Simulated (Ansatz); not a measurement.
Input and output for bcc Mo (111), 5 layers: DFT, LDA, all-electron LAPW, scalar-relativistic (Ansatz 0.2.0).

The slab is cut from a bulk crystal relaxed on PAW files (its atoms may have been relaxed since).

Command: `ansatz run input.yaml --threads 2 --pin off --max-ram 4096MiB --backend cpu --events-out ev --progress --plain --runs-dir out` It took 68 s on 2 threads of Intel(R) Xeon(R) Platinum 8375C CPU @ 2.90GHz (Ice Lake), with other jobs on the host, peak memory 0.9 GiB.

```yaml
crystal:
  lattice:
    - [4.4006566667, 0.0, 0.0]
    - [-2.2003283334, 3.8110804667, 0.0]
    - [0.0, 0.0, 19.5931]
  atoms:
    - { symbol: Mo, position: [0.833333333, 0.166666667, 0.4083064671] }
    - { symbol: Mo, position: [0.166666667, 0.833333333, 0.4541532334] }
    - { symbol: Mo, position: [0.5, 0.5, 0.5] }
    - { symbol: Mo, position: [0.833333333, 0.166666667, 0.5458467666] }
    - { symbol: Mo, position: [0.166666667, 0.833333333, 0.5916935329] }
kpoints:
  mp_grid: { grid: [9, 9, 1] }
scf:
  occupations: { method: fermi_dirac, width: 0.1 }
hamiltonian:
  xc: lda
  pseudopotentials: { kind: all_electron, lapw: { basis_error: 0.001 } }
output:
  forces: true
  stress: true
  eigenvalues: true
  populations: true
  dos: { projected: true, de: 0.2, e_range: [-14, 8] }
efield:
  axis: 3
  amplitude: 0
  dipole_correction: true
```

Output:

```
Mo: projections on atomic orbitals take those of the free atom 1s2 2s2 2p6 3s2 3p6 3d10 4s2 4p6 4d5 5s1, of charge +0.00 (hamiltonian.pseudopotentials.projection_atoms)
LAPW: plane waves up to 8.220 Å⁻¹, error target 1.0e-3 eV per atom; small_component_spin mean_spin; Mo in spheres of 1.347 Å, 30 of its electrons in bands, Dirac shells [] (how accurate: hamiltonian.pseudopotentials.lapw.basis_error, Limitations)
Engine: ansatz 0.2.0
Pseudopotentials: kind: all_electron
Pseudopotential: Mo, LAPW, valence charge 30, lapw/all_electron/scalar/gaussian/Mo, Koelling and Harmon's equation, gaussian nucleus
Functional definition: SPW92
  exchange = slater_x
  correlation = pw_c
Crystal: 5 atoms, lattice volume = 328.601 Å³
Basis set: ecut = 257.42906713803256 eV, 3075 PW (Γ), exchange–correlation at level 2
Bands: 90, of which v1, the nominal top of the filled ones, is band 75 counted from 1 (74 counted from 0)
Symmetry: 6 space group operations
k-points: 12 of 81 (time reversal used)
Non-local potential: Mo, projectors of the file, none
Initial density: superposition of atomic densities (neutral atoms: chi_scale 0, normalization atom)
Initial wavefunctions: plane waves of lowest kinetic energy (no species holds an atomic orbital)
Functional: x = slater, c = lda
iter 1 solved again at ethr=1.43e-2 eV; its pass at ethr=1.00e-1 eV (dr2=2.15e1 eV) is discarded
SCF iter   1: F=—  HF=-550321.339108 eV  |F-HF|=—  |Δ(HF+E_count)|=         —  Δρ=3.82e-2  dr2=2.15e1  ethr=1.43e-2  p=0.000 e·Å  D=6.59e-14 V/Å  ΔV_dip=-0.00 eV  dr2_dipole=1.80e-24  V_vac-E_F(+/−)=5.76/5.76 eV  ⟨swp⟩=2.1  Hψ=6202  notcnv=0
efield: sawtooth ramp at fractional position 0.9500 (placed from the atoms, in the widest stretch of the axis that holds none; the zero of the levels goes with the place), width 0.1000; the density the first Hamiltonian is built on has a dipole p = 0.000 e·Å; the dipole correction subtracts the counter field D = 2.67e-13 V/Å, which shifts the + side's vacuum level by -0.00 eV against the − side's; the planar-averaged density in the ramp window peaks in size at 8.0e-7 e/Å³
preconditioner: auto → LDOS  [metal: Δε(μ)=0.051 eV  Ē_g=5.060 eV  σ=0.100 eV  W_gap=0.12  n_scr=80 (ndim 8)  ℏωp=11.2 eV  f_vac=0.668  D(μ)=6.12/eV (n_scr^D=40)  β→1.0]
SCF iter   2: F=—  HF=-550319.089733 eV  |F-HF|=—  |Δ(HF+E_count)|=    2.25e0  Δρ=3.76e-2  dr2=2.08e1  ethr=1.43e-2  p=-0.000 e·Å  D=-7.27e-7 V/Å  ΔV_dip=0.00 eV  dr2_dipole=4.58e-10  V_vac-E_F(+/−)=3.92/3.92 eV  ⟨swp⟩=3.0  Hψ=3265  notcnv=0
iter 3 solved again at ethr=1.37e-3 eV; its pass at ethr=1.39e-2 eV (dr2=2.05e0 eV) is discarded
SCF iter   3: F=—  HF=-550316.237857 eV  |F-HF|=—  |Δ(HF+E_count)|=    2.85e0  Δρ=1.23e-2  dr2=2.08e0  ethr=1.37e-3  p=-0.000 e·Å  D=-6.88e-8 V/Å  ΔV_dip=0.00 eV  dr2_dipole=2.06e-12  V_vac-E_F(+/−)=4.61/4.61 eV  ⟨swp⟩=2.0  Hψ=5273  notcnv=0
SCF iter   4: F=—  HF=-550316.017860 eV  |F-HF|=—  |Δ(HF+E_count)|=   2.20e-1  Δρ=3.07e-3  dr2=1.40e-1  ethr=1.37e-3  p=-0.000 e·Å  D=-1.77e-9 V/Å  ΔV_dip=0.00 eV  dr2_dipole=1.91e-13  V_vac-E_F(+/−)=4.31/4.31 eV  ⟨swp⟩=2.0  Hψ=2929  notcnv=0
SCF iter   5: F=—  HF=-550315.988322 eV  |F-HF|=—  |Δ(HF+E_count)|=         —  Δρ=9.50e-4  dr2=4.62e-3  ethr=9.31e-5  p=-0.000 e·Å  D=-4.47e-9 V/Å  ΔV_dip=0.00 eV  dr2_dipole=8.35e-14  V_vac-E_F(+/−)=4.13/4.13 eV  ⟨swp⟩=3.0  Hψ=3439  notcnv=0
the basis was enlarged: its passes take 1.8 MiB over the memory plan, 2 of 2 planned eigensolver slots
SCF iter   6: F=—  HF=-550315.988110 eV  |F-HF|=—  |Δ(HF+E_count)|=   2.11e-4  Δρ=2.46e-4  dr2=5.15e-4  ethr=3.08e-6  p=0.000 e·Å  D=3.61e-9 V/Å  ΔV_dip=-0.00 eV  dr2_dipole=4.41e-14  V_vac-E_F(+/−)=4.08/4.08 eV  ⟨swp⟩=2.4  Hψ=3274  notcnv=0
SCF iter   7: F=—  HF=-550315.988023 eV  |F-HF|=—  |Δ(HF+E_count)|=   8.77e-5  Δρ=9.11e-5  dr2=1.68e-4  ethr=3.43e-7  p=0.000 e·Å  D=2.12e-9 V/Å  ΔV_dip=-0.00 eV  dr2_dipole=6.57e-16  V_vac-E_F(+/−)=4.06/4.06 eV  ⟨swp⟩=2.9  Hψ=3294  notcnv=0
SCF iter   8: F=—  HF=-550315.988024 eV  |F-HF|=—  |Δ(HF+E_count)|=   8.47e-7  Δρ=3.31e-5  dr2=2.90e-5  ethr=1.12e-7  p=0.000 e·Å  D=6.44e-10 V/Å  ΔV_dip=-0.00 eV  dr2_dipole=2.18e-15  V_vac-E_F(+/−)=4.04/4.04 eV  ⟨swp⟩=3.0  Hψ=3290  notcnv=0
SCF iter   9: F=—  HF=-550315.988020 eV  |F-HF|=—  |Δ(HF+E_count)|=   3.51e-6  Δρ=8.71e-6  dr2=5.51e-7  ethr=1.93e-8  p=0.000 e·Å  D=3.91e-10 V/Å  ΔV_dip=-0.00 eV  dr2_dipole=3.94e-15  V_vac-E_F(+/−)=4.04/4.04 eV  ⟨swp⟩=3.0  Hψ=3477  notcnv=0
SCF iter  10: F=-550315.988020 eV  HF=-550315.988020 eV  |F-HF|=5.67e-8  |Δ(HF+E_count)|=   3.44e-7  Δρ=3.07e-6  dr2=6.89e-8  ethr=3.67e-10  p=0.000 e·Å  D=1.55e-10 V/Å  ΔV_dip=-0.00 eV  dr2_dipole=1.13e-14  V_vac-E_F(+/−)=4.04/4.04 eV  ⟨swp⟩=3.0  Hψ=3484  notcnv=0
SCF 1 converged in 10 iterations: F = -550315.988020 eV  dr2 = 6.89e-8
SCF converged after 10 iterations
Free energy (F): -550315.988020 eV
Harris-Foulkes:  -550315.988020 eV  (|F-HF|=5.67e-8)
Internal energy: -550315.786635 eV  (E = F + TS)
E sigma→0 (E₀):  -550315.887328 eV
Entropy (-TS):   -0.201385 eV (-40.277 meV/atom)
Fermi energy:    2.501197 eV
Dipole field:    D = 0.000000 V/Å  (p = 0.000000 e·Å, saw-weighted, corrected)
Work function:   Φ+ = 4.0355 eV   Φ− = 4.0355 eV
Levels:          The Fermi level and band energies are counted from a zero that moves with the ramp; work functions are not
--- Per-component energies (eV) ---
  E_band       = -23505.273004
  E_kinetic    = 570091.932350
  E_xc         = -16271.546227
  E_efield     = 0.000000  (sawtooth field / dipole correction)
  E_electrostatic = -1104136.172758  (all electrons and nuclei)
  E_smearing   = -0.201385  (= −TS)
  E_closure    = 0.000000  (closes the sum)
  E_atoms      = -550263.201634  (free atoms, spherical and without spin; not in F)
  Σ components = -550315.988020   (vs F -550315.988020, Δ=0.00e0)
  Basis errors (estimates in eV, not in F): energy 3.7e-4 per atom: plane waves 3.3e-4 (1.9e-4 summed), levels above the bands 8.0e-20, relativity 7.4e-9, radial functions 3.9e-5, core shells 2.4e-7; eigenvalues (radial functions only) 6.9e-7; not estimated: angular momenta, meshes, grids; target (lapw.basis_error) 1.0e-3; muffin-tin radii Mo 1.347 Å
--- Forces (eV/Å), atoms counted from 1 ---
  atom   1  Mo     0.00000000     0.00000000     2.93103954
  atom   2  Mo     0.00000000     0.00000000     0.81436115
  atom   3  Mo     0.00000000     0.00000000     0.00000195
  atom   4  Mo    -0.00000000    -0.00000000    -0.81436210
  atom   5  Mo    -0.00000000    -0.00000000    -2.93103952
  max |Σ_I F_I| component: 1.02e-6 eV/Å
--- Stress (GPa, compression-positive) ---
       -6.361919       0.000000      -0.000000
        0.000000      -6.361919      -0.000000
       -0.000000      -0.000000      -5.848229
  P = ⅓ Tr σ = -6.1907 GPa (-61.907 kbar)
--- Band table (eV; the first three rows and the last of 12) ---
  k-point 0: bands = ["-373.0321", "-373.0321", "-373.0159", "-372.8304", "-372.8304", "-372.7315", "-372.7315", "-372.7315", "-372.7315", "-372.7136", "-372.7136", "-372.7092", "-372.7092", "-372.7092", "-372.7092", "-215.6089", "-215.6089", "-215.5892", "-215.5654", "-215.5654", "-215.3512", "-215.3512", "-215.3512", "-215.3512", "-215.3507", "-215.3507", "-215.2916", "-215.2916", "-215.2916", "-215.2916", "-215.2677", "-215.2677", "-215.2677", "-215.2677", "-215.2673", "-215.2673", "-215.2516", "-215.2516", "-215.2516", "-215.2516", "-58.6262", "-58.3651", "-58.3485", "-58.2171", "-58.1535", "-33.0253", "-33.0253", "-32.8370", "-32.8266", "-32.7599", "-32.7599", "-32.5655", "-32.4995", "-32.4995", "-32.3073", "-32.2039", "-32.0788", "-32.0788", "-31.9168", "-31.9168", "-3.3263", "-1.8901", "-1.8901", "-0.7555", "-0.1359", "-0.1359", "0.1268", "0.1391", "0.2876", "0.2876", "0.9679", "0.9679", "1.2262", "1.2262", "1.5146", "2.6083", "3.5281", "3.5281", "3.5868", "3.8058", "3.8058", "4.2469", "4.2469", "4.4340", "4.8914", "4.8914", "5.9083", "5.9083", "6.3814", "6.4750"]
  k-point 1: bands = ["-373.0321", "-373.0321", "-373.0159", "-372.8304", "-372.8304", "-372.7315", "-372.7315", "-372.7315", "-372.7315", "-372.7136", "-372.7136", "-372.7092", "-372.7092", "-372.7092", "-372.7092", "-215.6089", "-215.6089", "-215.5892", "-215.5654", "-215.5654", "-215.3512", "-215.3512", "-215.3512", "-215.3512", "-215.3507", "-215.3507", "-215.2916", "-215.2916", "-215.2916", "-215.2916", "-215.2677", "-215.2677", "-215.2677", "-215.2677", "-215.2673", "-215.2673", "-215.2516", "-215.2516", "-215.2516", "-215.2516", "-58.6187", "-58.3655", "-58.3439", "-58.2227", "-58.1600", "-33.0666", "-33.0499", "-32.8581", "-32.8431", "-32.7300", "-32.7092", "-32.5599", "-32.4930", "-32.4813", "-32.2893", "-32.2151", "-32.0727", "-32.0631", "-31.9507", "-31.9163", "-3.1719", "-1.8375", "-1.7894", "-0.8572", "-0.4237", "-0.2335", "0.0497", "0.1463", "0.3905", "0.5263", "0.9426", "1.0041", "1.3887", "1.3945", "1.6811", "2.6438", "3.3202", "3.4409", "3.6568", "3.8105", "3.8537", "4.0972", "4.2615", "4.4517", "4.8416", "4.9232", "5.5521", "5.8187", "6.4792", "6.5950"]
  k-point 2: bands = ["-373.0321", "-373.0321", "-373.0159", "-372.8304", "-372.8304", "-372.7315", "-372.7315", "-372.7315", "-372.7315", "-372.7136", "-372.7136", "-372.7092", "-372.7092", "-372.7092", "-372.7092", "-215.6089", "-215.6089", "-215.5892", "-215.5654", "-215.5654", "-215.3512", "-215.3512", "-215.3512", "-215.3512", "-215.3507", "-215.3507", "-215.2916", "-215.2916", "-215.2916", "-215.2916", "-215.2677", "-215.2677", "-215.2677", "-215.2677", "-215.2673", "-215.2673", "-215.2516", "-215.2516", "-215.2516", "-215.2516", "-58.5988", "-58.3659", "-58.3308", "-58.2386", "-58.1779", "-33.1436", "-33.1005", "-32.8886", "-32.8379", "-32.6912", "-32.6747", "-32.5091", "-32.4670", "-32.4569", "-32.2771", "-32.1906", "-32.0741", "-32.0572", "-32.0087", "-31.9156", "-2.7522", "-1.7323", "-1.4972", "-0.9971", "-0.7218", "-0.3606", "-0.1798", "0.2281", "0.5166", "0.6353", "0.9627", "1.0704", "1.6970", "1.7022", "2.1706", "2.7674", "3.0029", "3.2506", "3.5295", "3.6760", "3.8279", "4.0716", "4.2873", "4.4905", "4.7572", "4.7946", "5.2327", "5.5516", "6.7650", "6.9625"]
  k-point 11: bands = ["-373.0321", "-373.0321", "-373.0159", "-372.8304", "-372.8304", "-372.7315", "-372.7315", "-372.7315", "-372.7315", "-372.7136", "-372.7136", "-372.7092", "-372.7092", "-372.7092", "-372.7092", "-215.6089", "-215.6089", "-215.5892", "-215.5654", "-215.5654", "-215.3512", "-215.3512", "-215.3512", "-215.3512", "-215.3507", "-215.3507", "-215.2916", "-215.2916", "-215.2916", "-215.2916", "-215.2677", "-215.2677", "-215.2677", "-215.2677", "-215.2673", "-215.2673", "-215.2516", "-215.2516", "-215.2516", "-215.2516", "-58.5452", "-58.3254", "-58.3254", "-58.2594", "-58.2594", "-33.1900", "-33.1900", "-32.9191", "-32.8554", "-32.6952", "-32.6952", "-32.4511", "-32.4511", "-32.3806", "-32.2039", "-32.2039", "-32.0407", "-32.0407", "-31.9973", "-31.9638", "-1.4999", "-1.4212", "-1.4212", "-0.8287", "-0.8287", "-0.7801", "0.2583", "0.2785", "0.2785", "1.3888", "1.5713", "1.6153", "1.6153", "1.8763", "1.8763", "2.4595", "2.9102", "2.9102", "3.3714", "3.3714", "3.5044", "3.9586", "4.2621", "4.2621", "4.9548", "4.9548", "5.1247", "5.4559", "7.0956", "7.1683"]
--- Löwdin populations: 5 sites ---
  site symbol       q [e]
     0     Mo     41.9495
     1     Mo     41.9175
     2     Mo     41.9167
     3     Mo     41.9175
     4     Mo     41.9495
  spilling = 0.001663 (of n_electrons = 210.000000)
```

populations.tsv:

```
# site	symbol	l	j	q
# orbitals = lowdin
# n_electrons = 210.000000
# spilling = 0.001663
# projection_atom_Mo: 1s2 2s2 2p6 3s2 3p6 3d10 4s2 4p6 4d5 5s1
0	Mo	0_1S	-	1.999997
0	Mo	0_2S	-	1.999898
0	Mo	0_3S	-	1.998197
0	Mo	0_4S	-	1.969492
0	Mo	0_5S	-	0.807212
0	Mo	1_2P	-	5.999997
0	Mo	1_3P	-	5.999881
0	Mo	1_4P	-	5.981263
0	Mo	2_3D	-	9.999971
0	Mo	2_4D	-	5.193638
1	Mo	0_1S	-	1.999995
1	Mo	0_2S	-	1.999821
1	Mo	0_3S	-	1.996833
1	Mo	0_4S	-	1.946961
1	Mo	0_5S	-	0.790924
1	Mo	1_2P	-	5.999998
1	Mo	1_3P	-	5.999891
1	Mo	1_4P	-	5.984583
1	Mo	2_3D	-	9.999962
1	Mo	2_4D	-	5.198533
2	Mo	0_1S	-	1.999995
2	Mo	0_2S	-	1.999821
2	Mo	0_3S	-	1.996827
2	Mo	0_4S	-	1.946467
2	Mo	0_5S	-	0.764594
2	Mo	1_2P	-	5.999998
2	Mo	1_3P	-	5.999899
2	Mo	1_4P	-	5.985674
2	Mo	2_3D	-	9.999963
2	Mo	2_4D	-	5.223422
3	Mo	0_1S	-	1.999995
3	Mo	0_2S	-	1.999821
3	Mo	0_3S	-	1.996833
3	Mo	0_4S	-	1.946961
3	Mo	0_5S	-	0.790924
3	Mo	1_2P	-	5.999998
3	Mo	1_3P	-	5.999891
3	Mo	1_4P	-	5.984583
3	Mo	2_3D	-	9.999962
3	Mo	2_4D	-	5.198535
4	Mo	0_1S	-	1.999997
4	Mo	0_2S	-	1.999898
4	Mo	0_3S	-	1.998197
4	Mo	0_4S	-	1.969492
4	Mo	0_5S	-	0.807212
4	Mo	1_2P	-	5.999997
4	Mo	1_3P	-	5.999881
4	Mo	1_4P	-	5.981263
4	Mo	2_3D	-	9.999971
4	Mo	2_4D	-	5.193638
```

Next run (atoms relaxed), as changes to the input before:

```diff
   atoms:
-    - { symbol: Mo, position: [0.833333333, 0.166666667, 0.4083064671] }
-    - { symbol: Mo, position: [0.166666667, 0.833333333, 0.4541532334] }
-    - { symbol: Mo, position: [0.5, 0.5, 0.5] }
-    - { symbol: Mo, position: [0.833333333, 0.166666667, 0.5458467666] }
-    - { symbol: Mo, position: [0.166666667, 0.833333333, 0.5916935329] }
+    - { symbol: Mo, position: [0.8333333333, 0.1666666667, 0.4214869293] }
+    - { symbol: Mo, position: [0.1666666667, 0.8333333333, 0.4573659608] }
+    - { symbol: Mo, position: [0.5, 0.5, 0.4999999551] }
+    - { symbol: Mo, position: [0.8333333333, 0.1666666667, 0.5426340639] }
+    - { symbol: Mo, position: [0.1666666667, 0.8333333333, 0.5785130908] }
 kpoints:
   eigenvalues: true
-  populations: true
-  dos: { projected: true, de: 0.2, e_range: [-14, 8] }
+relax:
+  f_tol: 0.01
+  max_steps: 12
 efield:
```

Command: `ansatz run input.yaml --threads 2 --pin off --max-ram 4096MiB --backend cpu --events-out ev --progress --plain --runs-dir out` It took 2.4 min on 2 threads of Intel(R) Xeon(R) Platinum 8375C CPU @ 2.90GHz (Ice Lake), on a shared host, peak memory 1.2 GiB.

Results part of the output:

```
SCF converged after 3 iterations
Free energy (F): -550316.962941 eV
Harris-Foulkes:  -550316.962941 eV  (|F-HF|=2.15e-8)
Internal energy: -550316.826551 eV  (E = F + TS)
E sigma→0 (E₀):  -550316.894746 eV
Entropy (-TS):   -0.136390 eV (-27.278 meV/atom)
Fermi energy:    2.479392 eV
Dipole field:    D = 0.000000 V/Å  (p = 0.000000 e·Å, saw-weighted, corrected)
Work function:   Φ+ = 4.0693 eV   Φ− = 4.0693 eV
Levels:          The Fermi level and band energies are counted from a zero that moves with the ramp; work functions are not
[... lines left out ...]
  k-point 2: bands = ["-469.5248", "-469.1427", "-469.1427", "-469.0830", "-469.0830", "-372.9993", "-372.9993", "-372.9596", "-372.6847", "-372.6847", "-372.5649", "-372.5649", "-372.5637", "-372.5637", "-372.5637", "-372.5637", "-372.5343", "-372.5343", "-372.5343", "-372.5343", "-215.5732", "-215.5732", "-215.5367", "-215.5250", "-215.5250", "-215.1994", "-215.1994", "-215.1994", "-215.1994", "-215.1924", "-215.1924", "-215.1252", "-215.1252", "-215.1252", "-215.1252", "-215.1023", "-215.1023", "-215.0952", "-215.0952", "-215.0952", "-215.0952", "-215.0779", "-215.0779", "-215.0779", "-215.0779", "-58.6564", "-58.4209", "-58.2873", "-58.2332", "-58.0480", "-33.4811", "-33.3377", "-33.3286", "-33.1424", "-32.7611", "-32.7266", "-32.5537", "-32.5415", "-32.4519", "-32.1003", "-31.9595", "-31.9470", "-31.8461", "-31.8405", "-31.8318", "-2.9257", "-2.2829", "-2.2008", "-1.2079", "-1.0780", "-0.7036", "-0.3330", "0.0075", "0.2211", "0.2473", "0.5681", "0.6544", "1.6237", "1.6715", "2.1892", "2.8120", "3.1030", "3.1716", "3.3799", "3.4324", "4.2211", "4.4372", "4.6183", "4.7804", "4.8874", "5.1874", "5.3790", "5.7193", "6.9724", "7.0627", "8.4155"]
  k-point 11: bands = ["-469.5248", "-469.1427", "-469.1427", "-469.0830", "-469.0830", "-372.9993", "-372.9993", "-372.9596", "-372.6847", "-372.6847", "-372.5649", "-372.5649", "-372.5637", "-372.5637", "-372.5637", "-372.5637", "-372.5343", "-372.5343", "-372.5343", "-372.5343", "-215.5732", "-215.5732", "-215.5367", "-215.5250", "-215.5250", "-215.1994", "-215.1994", "-215.1994", "-215.1994", "-215.1924", "-215.1924", "-215.1252", "-215.1252", "-215.1252", "-215.1252", "-215.1023", "-215.1023", "-215.0952", "-215.0952", "-215.0952", "-215.0952", "-215.0779", "-215.0779", "-215.0779", "-215.0779", "-58.5677", "-58.3955", "-58.3955", "-58.1459", "-58.1459", "-33.5384", "-33.5384", "-33.0660", "-32.9845", "-32.9845", "-32.9727", "-32.3317", "-32.3298", "-32.3298", "-32.1820", "-32.1820", "-31.9340", "-31.8441", "-31.8020", "-31.8020", "-2.2852", "-1.7211", "-1.7211", "-1.5664", "-1.2574", "-1.2574", "-0.0475", "-0.0475", "-0.0428", "1.2038", "1.2038", "1.2403", "1.7312", "1.7312", "1.7939", "2.2988", "2.8592", "2.8592", "3.4322", "3.4322", "3.7815", "4.3160", "4.3208", "4.3208", "5.4525", "5.4525", "5.4908", "6.0223", "7.4130", "7.7649", "7.7649"]
--- Relaxed structure (2 steps of the walk, 2 accepted, 0 SCFs on fresh bases) ---
  F+E_penalty+E_count = -550316.96294071 eV   max|allowed force component| = 9.076e-3 eV/Å
  atoms:
    - { symbol: Mo, position: [0.8333333333333334, 0.16666666666666666, 0.4214869292999999] }
    - { symbol: Mo, position: [0.16666666666666674, 0.8333333333333334, 0.45736596079999997] }
    - { symbol: Mo, position: [0.5, 0.49999999999999994, 0.4999999551] }
    - { symbol: Mo, position: [0.8333333333333334, 0.16666666666666666, 0.5426340638999999] }
    - { symbol: Mo, position: [0.16666666666666674, 0.8333333333333334, 0.5785130908] }
```

Next run (no relativity), as changes to the input before:

```diff
   xc: lda
-  pseudopotentials: { kind: all_electron, lapw: { basis_error: 0.001 } }
+  pseudopotentials:
+    kind: all_electron
+    lapw: { basis_error: 0.001 }
+    relativity: none
 output:
   eigenvalues: true
-relax:
-  f_tol: 0.01
-  max_steps: 12
 efield:
```

Results part of the output:

```
SCF 1 converged in 10 iterations: F = -540604.975122 eV  dr2 = 1.40e-8
SCF converged after 10 iterations
Free energy (F): -540604.975122 eV
[... lines left out ...]
  k-point 1: bands = ["-447.9330", "-447.6183", "-447.6183", "-447.6068", "-447.6068", "-367.2234", "-367.2234", "-367.1682", "-366.9560", "-366.9560", "-366.9074", "-366.9074", "-366.8811", "-366.8811", "-366.8811", "-366.8811", "-366.8394", "-366.8394", "-366.8394", "-366.8394", "-218.7670", "-218.7670", "-218.7168", "-218.7110", "-218.7110", "-218.4405", "-218.4405", "-218.4405", "-218.4405", "-218.4384", "-218.4384", "-218.4384", "-218.4384", "-218.4343", "-218.4343", "-218.4142", "-218.4142", "-218.3938", "-218.3938", "-218.3938", "-218.3938", "-218.3414", "-218.3414", "-218.3414", "-218.3414", "-54.9067", "-54.5436", "-54.4553", "-54.4264", "-54.1526", "-32.5022", "-32.3645", "-32.2630", "-32.2173", "-31.9256", "-31.9011", "-31.5866", "-31.5673", "-31.4901", "-30.9820", "-30.9593", "-30.9107", "-30.8560", "-30.8493", "-30.8488", "-2.4970", "-2.4395", "-2.4326", "-0.7207", "-0.5385", "-0.5210", "-0.0655", "0.0644", "0.1770", "0.4284", "0.6181", "0.6998", "1.3295", "1.3759", "1.5421", "2.7262", "3.2291", "3.2604", "3.4731", "3.5218", "4.2610", "4.2962", "4.4283", "4.6255", "4.7138", "5.0216", "5.7375", "5.9589", "6.6448", "6.6998", "8.1369"]
  k-point 2: bands = ["-447.9330", "-447.6183", "-447.6183", "-447.6068", "-447.6068", "-367.2234", "-367.2234", "-367.1682", "-366.9560", "-366.9560", "-366.9074", "-366.9074", "-366.8811", "-366.8811", "-366.8811", "-366.8811", "-366.8394", "-366.8394", "-366.8394", "-366.8394", "-218.7670", "-218.7670", "-218.7168", "-218.7110", "-218.7110", "-218.4405", "-218.4405", "-218.4405", "-218.4405", "-218.4384", "-218.4384", "-218.4384", "-218.4384", "-218.4343", "-218.4343", "-218.4142", "-218.4142", "-218.3938", "-218.3938", "-218.3938", "-218.3938", "-218.3414", "-218.3414", "-218.3414", "-218.3414", "-54.8636", "-54.5595", "-54.4742", "-54.4124", "-54.1783", "-32.5536", "-32.4036", "-32.3957", "-32.1992", "-31.8211", "-31.7618", "-31.5547", "-31.5362", "-31.4421", "-31.1121", "-30.9662", "-30.9493", "-30.8444", "-30.8379", "-30.8306", "-2.2595", "-2.1823", "-2.1422", "-1.0338", "-0.8577", "-0.6952", "-0.2625", "0.0505", "0.2569", "0.2624", "0.5541", "0.8499", "1.6070", "1.7125", "2.2557", "2.7817", "3.1157", "3.1229", "3.3867", "3.4030", "4.2346", "4.3298", "4.5367", "4.6754", "4.7909", "5.1647", "5.3252", "5.6103", "6.9734", "7.0664", "8.4557"]
  k-point 11: bands = ["-447.9330", "-447.6183", "-447.6183", "-447.6068", "-447.6068", "-367.2234", "-367.2234", "-367.1682", "-366.9560", "-366.9560", "-366.9074", "-366.9074", "-366.8811", "-366.8811", "-366.8811", "-366.8811", "-366.8394", "-366.8394", "-366.8394", "-366.8394", "-218.7670", "-218.7670", "-218.7168", "-218.7110", "-218.7110", "-218.4405", "-218.4405", "-218.4405", "-218.4405", "-218.4384", "-218.4384", "-218.4384", "-218.4384", "-218.4343", "-218.4343", "-218.4142", "-218.4142", "-218.3938", "-218.3938", "-218.3938", "-218.3938", "-218.3414", "-218.3414", "-218.3414", "-218.3414", "-54.6661", "-54.6131", "-54.6131", "-54.3019", "-54.3019", "-32.6108", "-32.6108", "-32.1527", "-32.0184", "-32.0184", "-32.0183", "-31.3292", "-31.3292", "-31.2879", "-31.2037", "-31.2037", "-30.9450", "-30.8455", "-30.7975", "-30.7975", "-2.0791", "-1.5482", "-1.4650", "-1.4650", "-1.1713", "-1.1713", "-0.0688", "-0.0310", "-0.0310", "1.2507", "1.3654", "1.3654", "1.7465", "1.7465", "1.9008", "2.2849", "3.1228", "3.1228", "3.4273", "3.4273", "3.8828", "4.3030", "4.3030", "4.3071", "5.3485", "5.4392", "5.4392", "5.9050", "7.4072", "7.7420", "7.7420"]
```
